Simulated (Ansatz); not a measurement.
This guess for AlIn2Sb3 is about to be relaxed.

```cif
data_structure
_symmetry_space_group_name_H-M 'P4mm'
_symmetry_Int_Tables_number 99
_cell_length_a 5.1946
_cell_length_b 5.1946
_cell_length_c 6.3661
_cell_angle_alpha 90.000
_cell_angle_beta 90.000
_cell_angle_gamma 90.000
_cell_volume 171.78
loop_
_atom_site_label
_atom_site_type_symbol
_atom_site_symmetry_multiplicity
_atom_site_Wyckoff_symbol
_atom_site_fract_x
_atom_site_fract_y
_atom_site_fract_z
_atom_site_occupancy
Al1 Al 1 b 0.50000 0.50000 0.59268 1
In1 In 1 a 0.00000 0.00000 0.38517 1
In2 In 1 b 0.50000 0.50000 0.91755 1
Sb1 Sb 2 c 0.50000 0.00000 0.79697 1
Sb2 Sb 1 b 0.50000 0.50000 0.21153 1
```

Method: Ansatz 0.2.0, DFT PBE, scalar-relativistic, plane waves, PAW. Cutoff 420 eV, Gaussian smearing, Γ-centred meshes. Cell and atoms relax first on a coarse mesh and then on a finer one. In between, the cell is made exact in the group found at 0.06 Å. In metals the finer mesh still leaves noise of several meV/atom or more. The steps can't lower the symmetry of their start. No spin polarisation.

A guess keeps its type if space group and coordination stay and the shape of the cell changes little (axis ratios within about 15 %, angles within 6°); the volume may change.

Question: Does it keep its structure type, or change into something else?

Answer: It doesn't keep its type. The symmetry stays P4mm (No. 99). The volume per atom grows by 24.5 %, from 28.6 to 35.7 Å³. The shortest distance goes from 1.87 Å (In–Sb) to 2.63 Å (Al–Sb). The ratio c/a of the conventional cell changes by a factor of 1.84. Counting neighbours within 15 % of an atom's shortest distance, the start has Al 1, In 2/12, Sb 1/4 and the end Al 5, In 4/5, Sb 1/6. In detail, at the end around Al lie 1 Sb at 2.63 Å and 4 Sb at 2.81 Å; In on its first site is surrounded by 4 Sb at 3.26 Å; Sb on a site of symmetry 2mm has 2 Al at 2.81 Å, 4 Sb at 3.23 Å and 2 In at 3.32 Å; 2 more sites not described.

```yaml
crystal:
  lattice:
    - [4.56212, 0.00000, 0.00000]
    - [0.00000, 4.56212, 0.00000]
    - [0.00000, 0.00000, 10.27825]
  atoms:
    - { symbol: Al, position: [0.50000, 0.50000, 0.57555] }
    - { symbol: In, position: [0.00000, 0.00000, 0.36495] }
    - { symbol: In, position: [0.50000, 0.50000, 0.97024] }
    - { symbol: Sb, position: [0.50000, 0.00000, 0.73529] }
    - { symbol: Sb, position: [0.00000, 0.50000, 0.73529] }
    - { symbol: Sb, position: [0.50000, 0.50000, 0.31955] }
```

The last run used an 8×8×4 mesh (in the run's order of axes) for its 6-atom cell and Gaussian smearing of 0.10 eV. These runs have no spin–orbit coupling, which can matter for Sb. Symmetry constrained the relaxation, so the result can be a saddle point. Another cell of AlIn2Sb3 relaxed alike, in P-6m2, lies 82 meV/atom lower, so this cell isn't the stable form at this level.

In counts of neighbours, a slash parts the counts of unlike sites.
